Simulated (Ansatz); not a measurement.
Before relaxation, 1 CO a cell, inverted, over a top Cu site (Cu, Fm-3m (No. 225), (1 0 0) face):

```
Cu C O
1.0
     5.03937    0.00000    0.00000
     0.00000    5.03937    0.00000
     0.00000    0.00000   24.49506
Cu C O
16 1 1
Cartesian
  1.2598 1.2598 8.0000
  1.2598 3.7795 8.0000
  3.7795 1.2598 8.0000
  3.7795 3.7795 8.0000
  2.5197 2.5197 9.7817
  2.5197 0.0000 9.7817
  0.0000 2.5197 9.7817
  0.0000 0.0000 9.7817
  3.7795 3.7795 11.6011
  3.7795 1.2598 11.6011
  1.2598 3.7795 11.6011
  1.2598 1.2598 11.6011
  0.0000 0.0000 13.3685
  0.0000 2.5197 13.3685
  2.5197 0.0000 13.3685
  2.5197 2.5197 13.3685
  0.0000 0.0000 16.9985
  0.0000 0.0000 15.8485
```

Theory: DFT PBE+D3(BJ), scalar-relativistic, plane waves, PAW (Ansatz 0.2.0). Plane waves to 420 eV, a k mesh through Γ of 4×4×1 on the computed 18-atom cell and Gaussian smearing (0.10 eV); no spin polarisation. The cell repeats along c with a dipole correction in the vacuum.

Atoms 1, 2, 3, 4, 5, 6, 7, 8 (counted from 1) are held. The cell is fixed. Force threshold 0.04 eV/Å.

Q: Where does it end?

A: The energy falls by 0.082 eV in 5 steps, to:

```
CELL_PARAMETERS angstrom
5.03937 0.00000 0.00000
0.00000 5.03937 0.00000
0.00000 0.00000 24.49506
ATOMIC_POSITIONS crystal
Cu 0.25000 0.25000 0.32660
Cu 0.25000 0.75000 0.32660
Cu 0.75000 0.25000 0.32660
Cu 0.75000 0.75000 0.32660
Cu 0.50000 0.50000 0.39933
Cu 0.50000 0.00000 0.39933
Cu 0.00000 0.50000 0.39933
Cu 0.00000 0.00000 0.39933
Cu 0.75013 0.75013 0.47353
Cu 0.75013 0.24987 0.47353
Cu 0.24987 0.75013 0.47353
Cu 0.24987 0.24987 0.47353
Cu 0.00000 0.00000 0.54562
Cu 0.00000 0.50000 0.54540
Cu 0.50000 0.00000 0.54540
Cu 0.50000 0.50000 0.54556
C 0.00000 0.00000 0.71876
O 0.00000 0.00000 0.67240
```

The end is the local minimum or symmetric point that this start leads to. The slab is only 5.3 Å thick, so the energy isn't converged with thickness.

Cost: 1 run of about 16 core-minutes, on Intel Xeon Processor @ 2.50GHz (Skylake/Cascade Lake) (shared hosts).